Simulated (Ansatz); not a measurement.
A generated cell, not matched to a known phase here, of ZrSi: Fm-3m (No. 225), cF8, rock salt type; a = 5.396 Å, b = 5.396 Å, c = 5.396 Å, α = 90.00°, β = 90.00°, γ = 90.00°; Si 4a (0.000, 0.000, 0.000); Zr 4b (0.500, 0.500, 0.500). Method: PBE (plane waves to 420 eV, PAW, scalar-relativistic; Ansatz, a quantum-chemistry and plane-wave program). Element references, the lowest calculated here: Zr (P6₃/mmc), Si (Fd-3m).

### Question
Estimate the formation energy of this Fm-3m form of ZrSi from the elements that PBE returns for this input.

### Answer
-0.70 eV/atom.

A lower structure of this composition may exist.

Static energies, no anion corrections, no zero-point energy. Values are rounded to 0.01 eV/atom. Not shown to be the ambient phase of their composition (a lower form may be missing, and a cell relaxed within its start's symmetry can be a saddle point): ZrSi (Fm-3m). The compounds carry no spin polarisation.
